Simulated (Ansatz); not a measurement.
One crystal and one scan (scan of one atom of the cell) at two levels, PBE (plane waves to 420 eV, PAW, scalar-relativistic; Ansatz, a program for electronic structure) and r2SCAN (plane waves to 500 eV, PAW, scalar-relativistic; Ansatz), each from its own relaxed cell and on its own mesh.

The crystal is MgO (rock salt); one O atom of a 2-atom cell moves by s along Cartesian [110], with its periodic images.

Energies are smeared free energies. MgO was relaxed with its symmetry unable to fall.

```
quantity                                                                  run 1  run 2
------------------------------------------------------------------------  -----  -----
Lattice constant a (Å)                                                    4.254  4.204
Band gap of the relaxed cell, no spin-orbit coupling (eV)                  4.46   5.68
Force constant k = d²E/ds² at s = 0 (finite differences) (eV/Å²)           4.72   5.64
Zone-centre optical wavenumber from k (transverse: no LO-TO term) (cm⁻¹)    365    399
```

Question: Which run is which level?

Answer: Run 1 is PBE, run 2 is r2SCAN. PBE gives the higher value for: lattice constant a. PBE gives the lower value for: band gap of the relaxed cell, no spin-orbit coupling; force constant k = d²E/ds² at s = 0; zone-centre optical wavenumber from k. Both give the same shape of the curve: a single well with its minimum at or next to zero displacement.

(For displaced atoms, the force is minus the slope of the energy, and its curvature is a force constant, which sets phonon frequencies.)
